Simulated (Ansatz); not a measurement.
A (001) slab of Be (P6_3/mmc (No. 194)), 7 planes, outer planes Be (top) and Be (bottom), with 7 atoms (Be7) in a surface cell of A = 4.430 Å², as cut from the bulk:

```
CELL_PARAMETERS angstrom
2.26165 0.00000 0.00000
-1.13083 1.95865 0.00000
0.00000 0.00000 25.70749
ATOMIC_POSITIONS crystal
Be 0.33333 0.66667 0.29174
Be 0.66667 0.33333 0.36116
Be 0.33333 0.66667 0.43058
Be 0.66667 0.33333 0.50000
Be 0.33333 0.66667 0.56942
Be 0.66667 0.33333 0.63884
Be 0.33333 0.66667 0.70826
```

Theory: DFT r2SCAN, scalar-relativistic, plane waves, PAW in Ansatz. Plane waves to 500 eV, a k mesh through Γ of 15×15×1 on the computed 7-atom cell and Gaussian smearing (0.10 eV); no spin polarisation. The cell repeats along c with a dipole correction in the vacuum.

Against the same 7 atoms in the bulk, the slab as cut lies 1.027 eV higher and the relaxed slab 1.018 eV higher.

Task: Work out the surface energy before and after relaxation.

Result: The slab has two faces, so γ = (E_slab − N·E_bulk)/(2A), the mean of both. As cut: 1.027/(2 × 4.430) = 0.1159 eV/Å², and 1 eV/Å² = 16.02 J/m², so γ = 1.86 J/m². Relaxed: 1.018/(2 × 4.430) = 0.1149 eV/Å² = 1.84 J/m². Relaxation recovers 0.9 % of the cost of cutting.

Task: What is the ideal work of this cut, per area?

Result: Griffith's ideal work is 2γ: 3.71 J/m² if the new faces stay rigid, 3.68 J/m² if they relax. One thickness was run, 7 planes, so γ can still shift with it.